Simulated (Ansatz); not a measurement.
Where the states of LaGe$_{2}$ lie

```cif
data_structure
_symmetry_space_group_name_H-M 'I4_1/amd:1'
_symmetry_Int_Tables_number 141
_cell_length_a 4.3210
_cell_length_b 4.3210
_cell_length_c 15.6811
_cell_angle_alpha 90.000
_cell_angle_beta 90.000
_cell_angle_gamma 90.000
_cell_volume 292.78
loop_
_atom_site_label
_atom_site_type_symbol
_atom_site_symmetry_multiplicity
_atom_site_Wyckoff_symbol
_atom_site_fract_x
_atom_site_fract_y
_atom_site_fract_z
_atom_site_occupancy
La1 La 4 b 0.50000 0.00000 0.25000 1
Ge1 Ge 8 e 0.00000 0.50000 0.16788 1
```

The runs use the primitive cell with vectors (-2.160, 2.160, 7.841), (2.160, -2.160, 7.841), (2.160, 2.160, -7.841) Å, to which the k mesh refers.

Structure from Materials Project entry mp-19761 (possibly hypothetical), not relaxed further.

No spin–orbit coupling, which matters for the heavy atoms here.

The calculation used Ansatz 0.2.0, DFT, PBEsol, all-electron LAPW, scalar-relativistic.

Sampling and basis: a Γ-centred 9×9×9 k mesh, Fermi–Dirac smearing of 0.08 eV, basis error target 1 meV/atom, no spin polarisation.

States per eV and cell, averaged over 0.6 eV, from -11.8 to 1.2 eV, with energies (bin centres) from the Fermi level; empty bins are left out. The partial columns, the largest 4 alone, are projections on Löwdin-orthogonalised atomic shells (those that the program's projection atoms carry: the occupied ones and, for some elements, an empty d or f shell; other empty shells have no column), summed over atoms of an element. Weights on diffuse s and p shells depend on that basis and aren't pure angular character.

```tsv
E (eV)	total	Ge 4p	La 4f	La 5d	Ge 4s
-11.6	0.02	0.00	0.00	0.00	0.01
-11.0	0.66	0.04	0.00	0.01	0.43
-10.4	2.31	0.23	0.00	0.15	1.61
-9.8	1.83	0.31	0.00	0.20	1.18
-9.2	1.85	0.39	0.00	0.20	1.15
-8.6	1.02	0.27	0.00	0.11	0.60
-8.0	1.59	0.46	0.01	0.17	0.91
-7.4	0.78	0.24	0.01	0.07	0.44
-6.8	0.77	0.27	0.01	0.05	0.43
-6.2	1.51	0.59	0.01	0.10	0.76
-5.6	0.66	0.26	0.01	0.06	0.32
-5.0	0.23	0.08	0.00	0.02	0.12
-4.4	0.21	0.12	0.00	0.02	0.05
-3.8	3.72	2.90	0.03	0.42	0.10
-3.2	3.63	2.76	0.04	0.52	0.08
-2.6	2.27	1.62	0.03	0.38	0.05
-2.0	3.77	2.41	0.05	0.97	0.14
-1.4	4.75	2.47	0.10	1.77	0.27
-0.8	2.95	1.23	0.14	1.11	0.38
-0.2	2.42	0.87	0.19	0.92	0.34
0.4	3.87	1.26	0.78	1.27	0.36
1.0	4.78	1.00	2.01	1.35	0.19
```

Where is the centre of the filled La 5d states between -14 eV and the top of the filled states?

-2.79 eV from the Fermi level.
